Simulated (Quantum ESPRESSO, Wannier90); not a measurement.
# PbI$_{2}$ (P6₃mc), plane waves to Wannier functions

```xyz
6
Lattice="4.6178 0.0000 0.0000 -2.3089 3.9992 0.0000 0.0000 0.0000 14.5512" Properties=species:S:1:pos:R:3 pbc="T T T"
Pb    -2.3089     1.3331    -7.2742
Pb     2.3089    -1.3331     0.0015
I     -2.3089     1.3331    -1.8720
I      2.3089    -1.3331     5.4036
I      0.0000     0.0000     1.8706
I      0.0000     0.0000    -5.4051
```

Cell from Materials Project (mp-567503), symmetrised, no further relaxation. COD (Crystallography Open Database) has the formula in 4 space groups, this one among them (matched by group alone). Level: PBEsol, no spin polarisation, no spin-orbit coupling; pw.x of Quantum ESPRESSO at 56 Ry with PseudoDojo potentials, 6×6×4 k-points, Wannier90. Density: 12×12×2 mesh, cold smearing 0.01 Ry. Spin-orbit coupling is left out although heavy elements are present.

A tight-binding model is made by disentanglement and projection with no localisation steps (num_iter = 0), so the 24 orbitals stay atom-like: hydrogen-like Pb: s;p; I: s;p, axes along x, y, z; frozen window up to 3.75 eV relative to the valence-band maximum. It follows pw.x to 1.7 meV rms for states up to 3.3 eV relative to the valence-band maximum. Matrix elements depend on this choice of orbitals and windows.

What are the on-site energies relative to the valence-band maximum, and how fast do the hoppings decay?


```
atom  orbitals  energy (eV)
----  --------  -----------
Pb1          s        -6.51
Pb1         pz         2.35
Pb1      px py         2.21
Pb2          s        -6.51
Pb2         pz         2.35
Pb2      px py         2.21
I3           s       -11.03
I3          pz        -0.83
I3       px py        -0.79
I4           s       -11.03
I4          pz        -0.83
I4       px py        -0.79
I5           s       -11.04
I5          pz        -0.83
I5       px py        -0.80
I6           s       -11.04
I6          pz        -0.83
I6       px py        -0.80
```

| distance of the centres (Å) | largest modulus (eV) |
|---|---|
| 3–4 | 0.98 |
| 4–5 | 0.24 |
| 5–6 | 0.043 |
| 6–7 | 0.12 |
| 7–8 | 0.069 |
| 8–9 | 0.0048 |
| 9–10 | 0.017 |
| 10–11 | 0.021 |
